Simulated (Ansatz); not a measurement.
**Equation of state of HfC**

```
CELL_PARAMETERS angstrom
0.00000 2.32500 2.32500
2.32500 0.00000 2.32500
2.32500 2.32500 0.00000
ATOMIC_POSITIONS crystal
Hf 0.50000 0.50000 0.50000
C 0.00000 0.00000 0.00000
```

The cell comes from COD entry 1539502, which wasn't checked; take it as a given geometry.

Spin–orbit coupling is left out, though it moves levels of the heavy atoms by tenths of an eV or more.

Levels of theory: DFT, LDA, all-electron LAPW, scalar-relativistic (Ansatz 0.2.0); DFT, LDA, PAW with Ansatz's default frozen-core files, scalar-relativistic (Ansatz 0.2.0).

For LAPW: a Γ-centred 12×12×12 k mesh, Fermi–Dirac smearing of 0.05 eV, basis error target 0.25 meV/atom, no spin polarisation. PAW takes a cutoff of 420 eV at this cell (files made with PBE, cores remade for this functional). The Ansatz runs share mesh, smearing and spin set-up. Plane-wave (PAW) pressures include the program's estimate of the Pulay term.

The cell above is scaled evenly, with fractional coordinates and shape held.

| V/V(cell) | V (Å³/atom) | P, LAPW (GPa) | P, PAW (GPa) | free energy over the lowest listed, PAW (meV/atom) |
| --- | --- | --- | --- | --- |
| 0.9400 | 11.814 | 3.27 | 3.17 | 0.6 |
| 0.9600 | 12.065 | -2.27 | -2.36 | 0.0 |
| 0.9800 | 12.317 | -7.27 | -7.35 | 7.7 |
| 0.9900 | 12.442 | -9.58 | -9.66 | 14.4 |
| 1.0000 | 12.568 | -11.78 | -11.86 | 22.8 |
| 1.0100 | 12.694 | -13.86 | -13.94 | 33.0 |
| 1.0200 | 12.819 | -15.84 | -15.91 | 44.7 |
| 1.0400 | 13.071 | -19.50 | -19.57 | 72.5 |
| 1.0600 | 13.322 | -22.79 | -22.86 | 105.9 |

Question: What do Birch–Murnaghan fits to the pressures give?

Answer: LAPW: V0 = 11.96 Å³/atom, B0 = 262 GPa, B0′ = 4.0; PAW: V0 = 11.95 Å³/atom, B0 = 262 GPa, B0′ = 4.0.

PAW's V0 lies -0.04 % from the all-electron value and its B0 0.0 %. Symmetry fixes shape and coordinates here, so this is the relaxed modulus.
